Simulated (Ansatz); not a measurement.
The relaxed structure here is a generated cell of Te2Mo: the first start was made by placing the elements on the sites of a structure type, and the end was not matched to a known phase here, so it may be hypothetical. Known forms of Te2Mo include space group No. 194.

One starting cell of Te2Mo (a generated cell, Te2Mo placed in the AFLOW prototype AB2_hP9_180_d_j (C40, as in CrSi2)) was relaxed twice with Ansatz (plane waves, PAW, scalar-relativistic): with r2SCAN at 500 eV and with PBE at 420 eV. The r2SCAN result:

```
Te2Mo
1.0
    5.21762     0.00000     0.00000
   -2.60881     4.51859     0.00000
    0.00000     0.00000     8.56387
Mo Te
3 6
Direct
  0.50000   0.00000   0.00000
  0.50000   0.50000   0.33333
  0.00000   0.50000   0.66667
  0.17296   0.34591   0.00000
  0.82704   0.17296   0.33333
  0.65409   0.82704   0.66667
  0.82704   0.65409   0.00000
  0.17296   0.82704   0.33333
  0.34591   0.17296   0.66667
```

```json
[
 {"quantity": "space group", "r2SCAN": "P6₂22", "PBE": "P6₂22"},
 {"quantity": "volume (Å³/atom)", "r2SCAN": "22.43", "PBE": "…"},
 {"quantity": "a (Å)", "r2SCAN": "5.218", "PBE": "…"},
 {"quantity": "c (Å)", "r2SCAN": "8.564", "PBE": "…"},
 {"quantity": "gap (eV, no spin-orbit coupling)", "r2SCAN": "0.00", "PBE": "…"}
]
```

Question: What does PBE give for the same quantities?

Answer: 
- volume (Å³/atom), PBE: 22.55
- a (Å), PBE: 5.250
- c (Å), PBE: 8.501
- gap (eV, no spin-orbit coupling), PBE: 0.00

Both levels end in the same structure; PBE's volume is 0.5 % larger. Neither column is exact.

No spin polarisation in the result. A magnetic state may lie lower.

The run could not lose the symmetry of its start, so the end can be a saddle point.

Ansatz is a quantum-chemistry and plane-wave program.
